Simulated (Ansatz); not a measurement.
The calculation used DFT PBE, scalar-relativistic, plane waves, PAW (Ansatz). All cells share a 420 eV cutoff and Γ-centred k meshes spaced at most about 0.3 Å⁻¹ (about 0.25 or finer for metals, 2π included). No spin polarisation in the final relaxations.

These are static total energies at zero pressure.

Compare these two cells of CsBe₃Ag, each relaxed at this level.

A.

```
Cs Be Ag
1.0
     4.41971    0.00000    0.00000
     0.00000    6.49804    0.00000
     0.00000    0.00000    6.72090
Cs Be Ag
1 3 1
Direct
  0.50000 0.50000 0.50000
  0.50000 0.33871 0.00000
  0.50000 0.66129 0.00000
  0.00000 0.00000 0.00000
  0.50000 0.00000 0.00000
```

B.

```
Cs Be Ag
1.0
     4.72027    0.00000    0.00000
     0.00000    4.72027    0.00000
     0.00000    0.00000    4.72027
Cs Be Ag
1 3 1
Direct
  0.00000 0.00000 0.00000
  0.00000 0.50000 0.50000
  0.50000 0.00000 0.50000
  0.50000 0.50000 0.00000
  0.50000 0.50000 0.50000
```

**Question.** Which form is favoured at zero pressure, and by what margin per atom?

**Answer.** B is lower, by 239 meV/atom. A has space group Pmmm (No. 47), 38.6 Å³/atom and no gap on its mesh; B has the antiperovskite type, space group Pm-3m (No. 221), 21.0 Å³/atom and no gap. Counting all near atoms (those within 1.25 times the shortest distance at each site; a plus sign parts nearer from farther groups), A has Cs 4, Be 2, Ag 4 and B has Cs 12+8, Be 2, Ag 6. The denser one is the lower, and pressure would at first widen the difference. Even the lower one lies +0.88 eV/atom against the reference forms of the elements (uncorrected), so neither is stable at this level. Both come from invented guesses. A third cell relaxed alike, in P4/mmm, lies 257 meV/atom below the lower of the two.

The zero gap of Pm-3m may come from the functional, which often closes small gaps, or the cell may be a true semimetal. Cells relaxed within their symmetry can be saddle points.
